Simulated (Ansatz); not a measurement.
An Ansatz (a quantum-chemistry and plane-wave program) relaxation of a randomly generated symmetric cell of MgF2 (space group No. 87) at the level PBEsol (plane waves to 420 eV, PAW, scalar-relativistic; Ansatz).

Input of the first round:
Ansatz 0.2 input:
```yaml
crystal:
  lattice:
    - [-3.4749156, 3.4749156, 2.3241775]
    - [3.4749156, -3.4749156, 2.3241775]
    - [3.4749156, 3.4749156, -2.3241775]
  atoms:
    - { symbol: F, position: [0.3839938, 0.63527278, 0.01926658] }
    - { symbol: F, position: [0.6160062, 0.36472722, 0.98073342] }
    - { symbol: F, position: [0.63527278, 0.6160062, 0.25127898] }
    - { symbol: F, position: [0.36472722, 0.3839938, 0.74872102] }
    - { symbol: F, position: [0.5, 0, 0.5] }
    - { symbol: F, position: [0, 0.5, 0.5] }
    - { symbol: Mg, position: [0.75, 0.25, 0.5] }
    - { symbol: Mg, position: [0.25, 0.75, 0.5] }
    - { symbol: Mg, position: [0.5, 0.5, 0] }
basis: { ecutwfc: 420, ecutrho_ratio: 4, xc_grid: 2, fft_grid_basis: typed }
kpoints: { mp_grid: { grid: [6, 6, 6] } }
hamiltonian:
  xc: pbesol
  dispersion: none
  pseudopotentials: { kind: paw }
scf: { occupations: { method: fermi_dirac, width: 0.05 } }
relax: { f_tol: 0.01, max_steps: 100, cell: { stress_tol: 0.02 } }
output: { forces: true, stress: true }
```

The end of the output (long lines and the closing message left out):

```
preconditioner: auto → Resta (q_TF=auto, 2.534 Å⁻¹)
SCF iter   3: F=—  HF=-10458.966313 eV  |F-HF|=—  |Δ(HF+E_count)|=   7.39e-1  Δρ=1.15e-2  dr2=1.08e-1  ethr=1.77e-3  ⟨swp⟩=3.0  Hψ=3166  notcnv=0  defer=124
SCF iter   4: F=—  HF=-10458.994011 eV  |F-HF|=—  |Δ(HF+E_count)|=   2.77e-2  Δρ=3.81e-3  dr2=1.54e-2  ethr=1.50e-4  ⟨swp⟩=3.1  Hψ=3175  notcnv=0  defer=115
SCF iter   5: F=—  HF=-10458.997966 eV  |F-HF|=—  |Δ(HF+E_count)|=   3.95e-3  Δρ=1.55e-3  dr2=2.62e-3  ethr=2.14e-5  ⟨swp⟩=2.0  Hψ=2558  notcnv=0  defer=115
SCF iter   6: F=—  HF=-10458.998756 eV  |F-HF|=—  |Δ(HF+E_count)|=   7.91e-4  Δρ=8.58e-4  dr2=7.66e-4  ethr=3.64e-6  ⟨swp⟩=2.0  Hψ=2518  notcnv=0  defer=115
SCF iter   7: F=—  HF=-10458.998964 eV  |F-HF|=—  |Δ(HF+E_count)|=   2.08e-4  Δρ=1.62e-4  dr2=3.24e-5  ethr=1.06e-6  ⟨swp⟩=2.0  Hψ=2378  notcnv=0  defer=115
SCF iter   8: F=—  HF=-10458.998986 eV  |F-HF|=—  |Δ(HF+E_count)|=   2.16e-5  Δρ=4.04e-5  dr2=2.54e-6  ethr=4.50e-8  ⟨swp⟩=2.0  Hψ=2456  notcnv=0  defer=115
SCF iter   9: F=—  HF=-10458.998994 eV  |F-HF|=—  |Δ(HF+E_count)|=   8.28e-6  Δρ=1.31e-5  dr2=2.90e-7  ethr=3.52e-9  ⟨swp⟩=2.0  Hψ=2701  notcnv=0  defer=115
SCF iter  10: F=-10458.998995 eV  HF=-10458.998995 eV  |F-HF|=3.33e-8  |Δ(HF+E_count)|=   9.63e-7  Δρ=4.57e-6  dr2=2.26e-8  ethr=1.39e-10  ⟨swp⟩=5.0  Hψ=6218  notcnv=0
```

Q: How did the run end, and can its numbers be used?

A: The SCF loop settled, but the program refused the state: its check on the PAW one-centre occupations went over the threshold; here atoms lie far too close. The program's message (shortened): “refused after 10 iterations: one_centre_occupation = 6.02e0 (threshold 2.00e0); read on the Mg atom at site 8 (counted from 0). The loop had accepted its state.” The shortest distance in this cell is F–Mg 1.16 Å. No relaxed structure or energy should be taken from it.
